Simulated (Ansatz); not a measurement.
Data:

CdSe (wurtzite)

```
CELL_PARAMETERS angstrom
      4.38272     0.00000     0.00000
     -2.19136     3.79554     0.00000
      0.00000     0.00000     7.15447
ATOMIC_POSITIONS crystal
  Cd 0.66667 0.33333 0.00047
  Cd 0.33333 0.66667 0.50047
  Se 0.66667 0.33333 0.62473
  Se 0.33333 0.66667 0.12473
```

Scan: atom 2 (Cd, nearest neighbour Se at 2.682 Å; its periodic images, 4.4 Å or more away, move with it) is displaced along Cartesian x, direction (1.000, 0.000, 0.000) in Cartesian axes, by s. The other atoms stay.

The numbers are results of PBE (plane waves to 420 eV, PAW, scalar-relativistic; Ansatz, a program for electronic structure), not measurements. k mesh 7×7×4 (Γ-centred), Fermi-Dirac smearing 0.05 eV. E stands for the smeared free energy. CdSe was relaxed with its symmetry unable to fall. ΔE is measured from the undisplaced structure.

The scan covers s from -0.800 to 0.800 Å in 11 points.

Is the energy the same for equal positive and negative displacements?

Even: the same for both signs. With its periodic images moving along, the atom's site symmetry in this cell is 3m..

What force acts on the atom along the line at s = -0.800 Å?

6.27 eV/Å.

What is the energy change at s = 0.800 Å?

1915 meV/cell.

What is the force constant k = d²E/ds² of this move at s = 0?

4.01 eV/Å².

(For displaced atoms, the force is minus the slope of the energy, and its curvature is a force constant, which sets phonon frequencies.)
